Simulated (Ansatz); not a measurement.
A scan (energy against volume; even scaling of the relaxed cell, symmetry kept) gave these values. Calculation: PBE (plane waves to 420 eV, PAW, scalar-relativistic; Ansatz, a program for electronic structure).

| Property | Result |
|---|---|
| Bulk modulus at fixed cell shape B₀ (third-order Birch-Murnaghan fit) | 113 GPa |
| Pressure derivative B₀′ (fit) | 3.9 |
| Equilibrium volume of the fit | 16.23 Å³/atom |

Problem. Of these crystals, all scanned alike, which one is it?
A) GaN (wurtzite)
B) CdS (wurtzite)
C) TiAl (CuAu type, space group P4/mmm)

Solution. C, TiAl (CuAu type, space group P4/mmm). The others have, for the bulk modulus at fixed cell shape: GaN 172 GPa, CdS 53.1 GPa

All were relaxed with their symmetry unable to fall. The PAW data are Ansatz's earlier set. TiAl is run without spin polarisation. With the shape held, the modulus is that of even scaling; a crystal free to change shape is softer.

(Under strain, the slope of the energy per volume gives the stress and its curvature an elastic modulus.)
